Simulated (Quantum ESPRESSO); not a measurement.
```xyz
4
Lattice="1.8102 -5.3240 0.0000 1.8102 5.3240 0.0000 0.0000 0.0000 3.9499" Properties=species:S:1:pos:R:3 pbc="T T T"
Cl     1.8102    -3.8836     0.9875
Cl     1.8102     3.8836     2.9625
Ag     1.8102     1.0726     2.9625
Ag     1.8102    -1.0726     0.9875
```

The PBEsol cell relaxed from Materials Project entry mp-570858 was given a biaxial strain of -2 % along x and y, z relaxed, and the atoms were relaxed again.

### Question
What does PBEsol (Quantum ESPRESSO, PseudoDojo norm-conserving, 82 Ry, scalar-relativistic) give for the electronic structure near the Fermi level?

### Answer
The PBEsol gap is indirect, 0.36 eV, from 89 % of the way from Γ to X to Γ; the smallest direct gap is 1.78 eV. Spin-orbit splittings are left out.

This is not the ordinary phase of the substance; no match was found in the copy of COD used, and its stability was not checked.

Letters of k points follow the standard setting of the lattice, whose axes may be ordered differently from the printed cell.
